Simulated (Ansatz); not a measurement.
The structure comes from a relaxation in the same program, started in the zincblende type, and has space group F-43m. Whether it is a known phase or the ground state wasn't checked.

A run of Ansatz 0.2.0 printed the following.

```
Ga: projections on atomic orbitals take those of the free atom 1s2 2s2 2p6 3s2 3p6 3d10 4s2 4p1, of charge +0.00 (hamiltonian.pseudopotentials.projection_atoms)
Sb: projections on atomic orbitals take those of the free atom 1s2 2s2 2p6 3s2 3p6 3d10 4s2 4p6 4d10 5s2 5p3, of charge +0.00 (hamiltonian.pseudopotentials.projection_atoms)
LAPW: plane waves up to 8.376 Å⁻¹, error target 1.0e-3 eV per atom; small_component_spin mean_spin; Ga in spheres of 1.321 Å, 21 of its electrons in bands, Dirac shells []; Sb in spheres of 1.371 Å, 23 of its electrons in bands, Dirac shells []
Engine: ansatz 0.2.0
Pseudopotentials: kind: all_electron
Pseudopotential: Ga, LAPW, valence charge 21, Koelling and Harmon's equation, gaussian nucleus
Pseudopotential: Sb, LAPW, valence charge 23, Koelling and Harmon's equation, gaussian nucleus
Functional definition: PBE
  parameter kappa = 0.804
  parameter beta = 0.06672455060314922
  exchange = pbe_x(kappa = kappa, mu = beta*pi^2/3)
  correlation = pbe_c(beta = beta)
Crystal: 2 atoms, lattice volume = 60.048 Å³
Basis set: ecut = 267.27244258965976 eV, 609 PW (Γ), exchange–correlation at level 2
Bands: 27, of which v1, the nominal top of the filled ones, is band 22 counted from 1 (21 counted from 0)
Symmetry: 24 space group operations
Space group: F-43m (ITA 216), of the structure as read, at distance tolerance 3.9e-5 Å
k-points: 35 of 729 (time reversal used)
Non-local potential: Ga, projectors of the file, none
Non-local potential: Sb, projectors of the file, none
Initial density: superposition of atomic densities (chi_scale 0.1, normalization cell, long waves kept (reshape's long-wave potential 0.00 eV rms))
Initial wavefunctions: plane waves of lowest kinetic energy (no species holds an atomic orbital)
Functional: x = pbe(κ = 0.804, μ = 0.2195149727645171), c = pbe(β = 0.06672455060314922)
iter 1 solved again at ethr=6.32e-4 eV; its pass at ethr=1.00e-1 eV (dr2=2.78e-1 eV) is discarded
SCF iter   1: F=—  HF=-229268.416319 eV  |F-HF|=—  |Δ(HF+E_count)|=         —  Δρ=1.98e-2  dr2=2.80e-1  ethr=6.32e-4  ⟨swp⟩=2.8  Hψ=6079  notcnv=0
preconditioner: auto → none  [insulator: Δε(μ)=0.417 eV  Ē_g=14.878 eV  σ=0.080 eV  W_gap=0.78  n_scr=14 (ndim 8)  ℏωp=20.3 eV  f_vac=0.145  D(μ)=0.04/eV (n_scr^D=0)  ε∞_Penn≈2.9]
SCF iter   2: F=—  HF=-229268.374031 eV  |F-HF|=—  |Δ(HF+E_count)|=   4.23e-2  Δρ=9.16e-3  dr2=5.79e-2  ethr=6.32e-4  ⟨swp⟩=2.0  Hψ=2762  notcnv=0  defer=1
SCF iter   3: F=—  HF=-229268.376391 eV  |F-HF|=—  |Δ(HF+E_count)|=   2.36e-3  Δρ=2.74e-3  dr2=5.84e-3  ethr=1.31e-4  ⟨swp⟩=2.0  Hψ=2723  notcnv=0
iter 4 solved again at ethr=1.45e-7 eV; its pass at ethr=1.33e-5 eV (dr2=6.39e-5 eV) is discarded
SCF iter   4: F=—  HF=-229268.367095 eV  |F-HF|=—  |Δ(HF+E_count)|=   9.30e-3  Δρ=3.93e-4  dr2=6.40e-5  ethr=1.45e-7  ⟨swp⟩=2.0  Hψ=4567  notcnv=0
SCF iter   5: F=—  HF=-229268.367220 eV  |F-HF|=—  |Δ(HF+E_count)|=         —  Δρ=1.13e-4  dr2=6.24e-6  ethr=1.45e-7  ⟨swp⟩=3.0  Hψ=2770  notcnv=0
the basis was enlarged: its passes take 122.8 KiB over the memory plan, 1 of 1 planned eigensolver slots
SCF iter   6: F=—  HF=-229268.367234 eV  |F-HF|=—  |Δ(HF+E_count)|=   1.34e-5  Δρ=2.10e-5  dr2=4.70e-7  ethr=1.42e-8  ⟨swp⟩=3.0  Hψ=2775  notcnv=0
SCF iter   7: F=-229268.367234 eV  HF=-229268.367234 eV  |F-HF|=8.25e-8  |Δ(HF+E_count)|=   2.58e-7  Δρ=7.40e-6  dr2=3.54e-8  ethr=1.07e-9  ⟨swp⟩=3.0  Hψ=2775  notcnv=0
SCF 1 converged in 7 iterations: F = -229268.367234 eV  dr2 = 3.54e-8
NSCF: frozen V_eff on 57 k-points
SCF converged after 7 iterations
Free energy (F): -229268.367234 eV
Harris-Foulkes:  -229268.367234 eV  (|F-HF|=8.25e-8)
Internal energy: -229268.365719 eV  (E = F + TS)
E sigma→0 (E₀):  -229268.366476 eV
Entropy (-TS):   -0.001515 eV (-0.758 meV/atom)
Fermi energy:    9.171275 eV
--- Per-component energies (eV) ---
  E_band       = -1798.425729
  E_kinetic    = 239811.219009
  E_xc         = -6703.078785
  E_electrostatic = -462376.505942  (all electrons and nuclei)
  E_smearing   = -0.001515  (= −TS)
  E_closure    = 0.000000  (closes the sum)
  E_atoms      = -229261.009040  (free atoms, spherical and without spin; not in F)
  Σ components = -229268.367234   (vs F -229268.367234, Δ=0.00e0)
  Basis errors (estimates in eV, not in F): energy 4.4e-4 per atom: plane waves 3.9e-4 (2.3e-4 summed), levels above the bands 1.3e-39, relativity 3.2e-8, radial functions 4.2e-5, core shells 2.8e-8; eigenvalues (radial functions only) 8.2e-7; not estimated: angular momenta, meshes, grids; target (lapw.basis_error) 1.0e-3; muffin-tin radii Ga 1.321 Å, Sb 1.371 Å
--- Forces (eV/Å), atoms counted from 1 ---
  atom   1  Ga    -0.00000000     0.00000000     0.00000000
  atom   2  Sb     0.00000000    -0.00000000     0.00000000
  max |Σ_I F_I| component: 1.04e-17 eV/Å
--- Stress (GPa, compression-positive) ---
       -0.030396       0.000000      -0.000000
        0.000000      -0.030396       0.000000
       -0.000000       0.000000      -0.030396
  P = ⅓ Tr σ = -0.0304 GPa (-0.304 kbar)
--- Band table (eV; the first three rows and the last of 35) ---
  k-point 0: bands = ["-134.8284", "-134.7158", "-87.7967", "-87.7967", "-87.7967", "-85.4457", "-85.4457", "-85.4457", "-19.6187", "-19.6187", "-19.6187", "-19.6030", "-19.6030", "-5.8318", "-5.8318", "-5.8318", "-5.7897", "-5.7897", "-2.0776", "8.7838", "9.0773", "9.0773", "9.0773", "11.8765", "11.8765", "11.8765", "14.8448"]
  k-point 1: bands = ["-134.8284", "-134.7158", "-87.7967", "-87.7967", "-87.7967", "-85.4457", "-85.4457", "-85.4457", "-19.6186", "-19.6184", "-19.6184", "-19.6029", "-19.6029", "-5.8345", "-5.8305", "-5.8305", "-5.7898", "-5.7898", "-1.9583", "7.2453", "8.8878", "8.8878", "9.9125", "12.1413", "12.1413", "12.3000", "15.4985"]
  k-point 2: bands = ["-134.8284", "-134.7158", "-87.7967", "-87.7967", "-87.7967", "-85.4457", "-85.4457", "-85.4457", "-19.6185", "-19.6177", "-19.6177", "-19.6027", "-19.6027", "-5.8415", "-5.8274", "-5.8274", "-5.7901", "-5.7901", "-1.6152", "5.5319", "8.5171", "8.5171", "9.8466", "12.6128", "12.6128", "13.6692", "16.2880"]
  k-point 34: bands = ["-134.8284", "-134.7158", "-87.7967", "-87.7967", "-87.7967", "-85.4457", "-85.4457", "-85.4457", "-19.6184", "-19.6166", "-19.6141", "-19.6033", "-19.6014", "-5.8645", "-5.8166", "-5.8126", "-5.7945", "-5.7898", "0.1322", "2.6956", "5.8679", "6.4089", "12.3193", "12.8983", "13.4224", "14.7610", "17.8709"]
--- Löwdin populations: 2 sites ---
  site symbol       q [e]
     0     Ga     31.2251
     1     Sb     50.7350
  spilling = 0.000486 (of n_electrons = 82.000000)
```

The cell and starting positions:

```
CELL_PARAMETERS angstrom
0.00000 3.10806 3.10806
3.10806 0.00000 3.10806
3.10806 3.10806 0.00000
ATOMIC_POSITIONS crystal
Ga 0.00000 0.00000 0.00000
Sb 0.25000 0.25000 0.25000
```

Parts of the input that the log doesn't repeat:

```yaml
  band_path:
    path:
      - [0.0, 0.0, 0.0]
      - [-0.5, -0.5, 0.0]
      - [-0.375, -0.375, 0.25]
      - [-0.375, 0.0, 0.375]
      - [0.0, 0.0, 0.0]
      - [0.0, 0.0, 0.5]
      - [-0.5, -0.25, 0.25]
      - [-0.5, -0.5, 0.0]
    npoints: 8
output:
  forces: true
  stress: true
  eigenvalues: true
  populations: true
  dos: { projected: true, de: 0.2, e_range: [-14, 8] }
```

Question: Write the input that produced this log.

Answer: 
```yaml
crystal:
  lattice:
    - [0.0, 3.108058349, 3.108058349]
    - [3.108058349, 0.0, 3.108058349]
    - [3.108058349, 3.108058349, 0.0]
  atoms:
    - { symbol: Ga, position: [0.0, 0.0, 0.0] }
    - { symbol: Sb, position: [0.25, 0.25, 0.25] }
kpoints:
  mp_grid: { grid: [9, 9, 9] }
  band_path:
    path:
      - [0.0, 0.0, 0.0]
      - [-0.5, -0.5, 0.0]
      - [-0.375, -0.375, 0.25]
      - [-0.375, 0.0, 0.375]
      - [0.0, 0.0, 0.0]
      - [0.0, 0.0, 0.5]
      - [-0.5, -0.25, 0.25]
      - [-0.5, -0.5, 0.0]
    npoints: 8
scf:
  occupations: { method: fermi_dirac, width: 0.08 }
hamiltonian:
  xc: pbe
  pseudopotentials: { kind: all_electron, lapw: { basis_error: 0.001 } }
output:
  forces: true
  stress: true
  eigenvalues: true
  populations: true
  dos: { projected: true, de: 0.2, e_range: [-14, 8] }
```
This is the input that was run; digits and keys that the log doesn't show could differ in an equivalent one.
